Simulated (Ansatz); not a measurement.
The elements of this relaxed trial crystal are hidden behind letters.

```
lattice vectors (Å)
   5.6075    0.0000    0.0000
  -2.8037    4.8562    0.0000
   0.0000    0.0000    3.8333
fractional positions
X 0.3333 0.6667 0.0000
X 0.6667 0.3333 0.0000
Z 0.0000 0.0000 0.5000
Q 0.5000 0.0000 0.5000
Q 0.0000 0.5000 0.5000
Q 0.5000 0.5000 0.5000
```

These are results of DFT PBE, scalar-relativistic, plane waves, PAW in Ansatz, not measurements. The final run on the 6-atom cell used 420 eV, a Γ-centred 12×12×10 mesh, 0.10 eV smearing and no spin polarisation.

```
Space group                                 : P6/mmm (No. 191)
Conventional cell                           : a = 5.607 Å, c = 3.833 Å
Volume per atom                             : 17.40 Å³
Density                                     : 2.20 g/cm³
Energy over the elements                    : −0.17 eV/atom
Gap on the 12×12×10 mesh of the 6-atom cell : 0 eV (a metal)
```

Energies are uncorrected and count from the elements' standard states at the same level.

Task: X is an s-block element of period 2, Z is a p-block element of period 3 and Q is a p-block element of period 3. Which elements are they?

Result: X = Li, Z = Si, Q = S, so the formula is Li2SiS3. Density times volume gives a mean mass of 2.20 × 17.40/1.6605 = 23.1 u per atom, and this set has 23.0 u. Li is surrounded by 6 S at 2.51 Å; Si has 6 S at 2.80 Å; S is surrounded by 4 Li at 2.51 Å, 2 Si at 2.80 Å and 4 S at 2.80 Å. Other sets within the hints have nearly the same mass, so mass alone doesn't settle it; this one was computed.

A structure relaxed within its symmetry needn't be a true minimum.
